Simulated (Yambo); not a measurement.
Quantum ESPRESSO input (PBEsol, PseudoDojo standard norm-conserving files, scalar-relativistic) whose wavefunctions are converted with p2y:

```
&CONTROL
  calculation = 'nscf'
  pseudo_dir = './pseudo'
  outdir = './out'
/
&SYSTEM
  ibrav = 0
  nat = 2
  ntyp = 1
  ecutwfc = 36.0
  ecutrho = 144.0
  occupations = 'fixed'
  force_symmorphic = .true.
  nbnd = 149
/
&ELECTRONS
  conv_thr = 2e-09
  diago_full_acc = .true.
  diago_thr_init = 1e-08
/
ATOMIC_SPECIES
Si 28.0850 Si.upf
CELL_PARAMETERS angstrom
  0.000000000000   2.716140823000   2.716140823000
  2.716140823000   0.000000000000   2.716140823000
  2.716140823000   2.716140823000   0.000000000000
ATOMIC_POSITIONS crystal
Si   0.750000000000   0.750000000000   0.750000000000
Si   0.500000000000   0.500000000000   0.500000000000
K_POINTS automatic
4 4 4 0 0 0
```

Yambo's initialisation report on symmetry, reciprocal space, the k grid and the gaps on this mesh:

```
  [02.02] Symmetries
  ==================

  Inversion symmetry    : yes
  Spatial inversion     : no
  Inversion index       :  25
  K-space Time-reversal : yes
  Magnetic symmetries   : no
  Time-reversal derived K-space symmetries:   25   48
  Group table correct   : yes
  Symmetries units      :  [cc]

  [02.03] Reciprocal space
  ========================

  nG shells         :  130
  nG charge         :   7823
  nG WFs            :  1331
  nC WFs            :   992
  G-vecs. in first 13 shells:  [ Number ]
     1    9   15   27   51   59   65   89  113
   137  169  181  229
  ...
  Shell energy in first 13 shells:  [ mHa ]
    0.00000      561.938      749.251      1498.50      2060.44      2247.75      2997.00      3558.94      3746.26
    4495.51      5057.45      5994.01      6555.95
  ...

  [02.04] K-grid lattice
  ======================

  Compatible Grid is   : 3D
  Base K vectors       :  K_min[ 1 ]  K_min[ 2 ]  K_min[ 3 ]
  K_min[ 1 ] :  0.250000  0.000000  0.000000 [rlu]
  K_min[ 2 ] :  0.000000  0.000000  0.250000 [rlu]
  K_min[ 3 ] :  0.000000 -0.250000  0.000000 [rlu]
  Grid dimensions      :   4   4   4
  K lattice UC volume  :  0.014331 [a.u.]

  IBZ K-points                                      :   8
  BZ  K-points                                      :   64

  K/Q-points units:
  rlu = crystal or reduced units; cc = cartesian coordinates; iku = interal k-units

  K [1]          [rlu]:  0.000000  0.000000  0.000000
         WF components:   965
  K [2]          [rlu]:  0.000000  0.000000  0.250000
         WF components:   968
  K [3]          [rlu]:  0.000000  0.000000 -0.500000
         WF components:   978
  K [4]          [rlu]:  0.000000  0.250000  0.250000
         WF components:   982
  K [5]          [rlu]:  0.000000  0.250000 -0.500000
         WF components:   986
  K [6]          [rlu]:  0.000000  0.250000 -0.250000
         WF components:   983
  K [7]          [rlu]:  0.000000 -0.500000 -0.500000
         WF components:   982
  K [8]          [rlu]:  0.250000 -0.500000 -0.250000
         WF components:   992

  [02.05] Energies & Occupations
  ==============================

  [X] === General ===
  [X] Electronic Temperature                        :  0.000000  0.000000 [eV K]
  [X] Bosonic    Temperature                        :  0.000000  0.000000 [eV K]
  [X] Finite Temperature mode                       : no
  [X] El. density                                   :  0.19962E+24 [cm-3]
  [X] Fermi Level                                   :  6.172539 [eV]

  [X] === Gaps and Widths ===
  [X] Conduction Band Min                           :  0.595904 [eV]
  [X] Valence Band Max                              :  0.000000 [eV]
  [X] Filled Bands                                  :   4
  [X] Empty Bands                                   :    5  149
  [X] Direct Gap                                    :  2.512798 [eV]
  [X] Direct Gap localized at k                     :  1
  [X] Indirect Gap                                  :  0.595904 [eV]
  [X] Indirect Gap between kpts                     :   1   7
  [X] Last valence band width                       :  3.904310 [eV]
  [X] 1st conduction band width                     :  3.584961 [eV]
```
The gaps are PBEsol values on this mesh alone; only operations without fractional translations are kept.

Geometry relaxed with PBEsol.
